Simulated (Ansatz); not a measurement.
BaTiO3 (cubic perovskite)

```xyz
5
Lattice="3.9944 0.0000 0.0000 0.0000 3.9944 0.0000 0.0000 0.0000 3.9944" Properties=species:S:1:pos:R:3 pbc="T T T"
Ba     0.0000     0.0000     0.0000
Ti     1.9972     1.9972     1.9972
O      0.0000     1.9972     1.9972
O      1.9972     1.9972     0.0000
O      1.9972     0.0000     1.9972
```

Scan: atom 3 (O, nearest neighbour Ti at 1.997 Å; its periodic images, 4.0 Å or more away, move with it) is displaced along Cartesian x, direction (1.000, 0.000, 0.000) in Cartesian axes, by s. The other atoms stay.

All values below come from r2SCAN (plane waves to 500 eV, PAW, scalar-relativistic; Ansatz, a program for electronic structure). k mesh 7×7×7 (Γ-centred), Fermi-Dirac smearing 0.05 eV. The energy includes the smearing's −TS. Left out: 4 of 11 points, with atoms too close for the PAW data. F∥ is the force on the atom along that direction. BaTiO3 is run without spin polarisation. BaTiO3 was relaxed with its symmetry unable to fall. The PAW data are Ansatz's earlier set. This is a high-temperature form of BaTiO3. ΔE is measured from the undisplaced structure.

Give the computed ΔE (meV/cell) and F∥ (eV/Å) at s (Å) = -0.240, -0.160, -0.080, 0.080, 0.160, 0.240.


```json
[
 {"s (Å)": "-0.240", "ΔE (meV/cell)": "215.9", "F∥ (eV/Å)": "2.389"},
 {"s (Å)": "-0.160", "ΔE (meV/cell)": "78.3", "F∥ (eV/Å)": "1.158"},
 {"s (Å)": "-0.080", "ΔE (meV/cell)": "16.9", "F∥ (eV/Å)": "0.444"},
 {"s (Å)": "0.080", "ΔE (meV/cell)": "16.9", "F∥ (eV/Å)": "-0.444"},
 {"s (Å)": "0.160", "ΔE (meV/cell)": "78.3", "F∥ (eV/Å)": "-1.158"},
 {"s (Å)": "0.240", "ΔE (meV/cell)": "215.9", "F∥ (eV/Å)": "-2.389"}
]
```

(For displaced atoms, the force is minus the slope of the energy, and its curvature is a force constant, which sets phonon frequencies.)
